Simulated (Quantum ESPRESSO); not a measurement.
## NMR parameters of PN$_{7}$ (changed cell)

```
CELL_PARAMETERS angstrom
      5.84341     0.02370     0.02370
      0.02370     5.84341     0.02370
      0.02370     0.02370     5.84341
ATOMIC_POSITIONS crystal
  P  0.04753 0.04753 0.04753
  N  0.90083 0.90083 0.90083
  N  0.45201 0.94767 0.54603
  N  0.57086 0.06997 0.46511
  N  0.54603 0.45201 0.94767
  N  0.46511 0.57086 0.06997
  N  0.94767 0.54603 0.45201
  N  0.06997 0.46511 0.57086
```
The cell was made here from a computed Materials Project entry: one of 8 N replaced by P, cell and atoms relaxed (PBE without dispersion, pw.x of a modified build of Quantum ESPRESSO, symmetry kept). The parent is N2 in Pa-3; whether this form has been observed was not checked. The swapped cell is a model, not a known phase. Stability against distortions was not tested.

Shieldings are absolute and leave out the bulk-susceptibility term; a larger σ means a smaller chemical shift. By our sweeps, such settings leave a few ppm in absolute σ. No d partial waves on P: the paramagnetic term there is incompletely reconstructed. Static lattice: thermal averaging is not included.

Ω = σ33 − σ11 of the symmetric part; where symmetry doesn't make it nil, it is less certain than σ_iso.

What do the calculations give at each independent site (shieldings by GIPAW with PBE in Quantum ESPRESSO, on JTH PAW datasets, 25 Ha, k-mesh 3×3×3 shifted, f-sum rule met within 0.014 %)?


```tsv
site	site symmetry	σ_iso (ppm)	span Ω (ppm)
P (atom 1)	3	-59	1517
N1 (atom 2)	3	-407	1073
N2 (atoms 3, 5, 7)	1	-99	644
N3 (atoms 4, 6, 8)	1	-98	641
```
